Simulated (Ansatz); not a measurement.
Band gap from LDA minus that from HSE06 (eV), each on its own relaxed cell (Ansatz, a quantum-chemistry and plane-wave program, plane waves, PAW; no spin–orbit coupling, no Hubbard U), over 35 phases of the class «crystals with elements from indium on»: what sign and size do you expect?

Mean -1.19 eV, median -1.20 eV, mean absolute 1.19 eV; eight in ten lie between -1.73 and -0.65 eV, and 0 % are above zero.

Some cases that may be named, with their rank among the 35 from the lowest: LaOF, P4/nmm (La on 2c, O on 2b, F on 2a) -1.86 eV (rank 2); HfO2, rutile -1.78 eV (rank 3); LaN, P4/nmm (La on 2c, N on 2a) -1.20 eV (rank 18); CsPbBr3, cubic perovskite -1.18 eV (rank 19); InAs, zinc blende -0.36 eV (rank 34); Sb2Pt, Pa-3 (Pt on 4a, Sb on 8c) -0.11 eV (rank 35).

The phases are those computed here (of each formula those with measured values and the lowest at some level), not a balanced benchmark, and neither functional is the truth. Pairs that end in unlike spin orders or unlike minima (c/a over 6 % apart, 30 % for weakly bound crystals), magnets with 4f shells, solids of gases and phases set aside for tests are left out.

Built on a structure type that need not be the filed one of that space group: HfO2, rutile. Not the usual ambient phase: HfO2, rutile; CsPbBr3, cubic perovskite. Standing as an ambient phase not checked: LaOF, P4/nmm (La on 2c, O on 2b, F on 2a); LaN, P4/nmm (La on 2c, N on 2a). Unstable at this level: LaN, P4/nmm (La on 2c, N on 2a) with LDA. All cells were relaxed under the symmetry of their starts (and spin orders); stability against distortions was not tested throughout. Named crystals with no word on spin ran without spin polarisation. Spin–orbit coupling is left out wherever it is not named.

Potentials: the later of the program's two PAW sets.

Ansatz is a plane-wave DFT program.
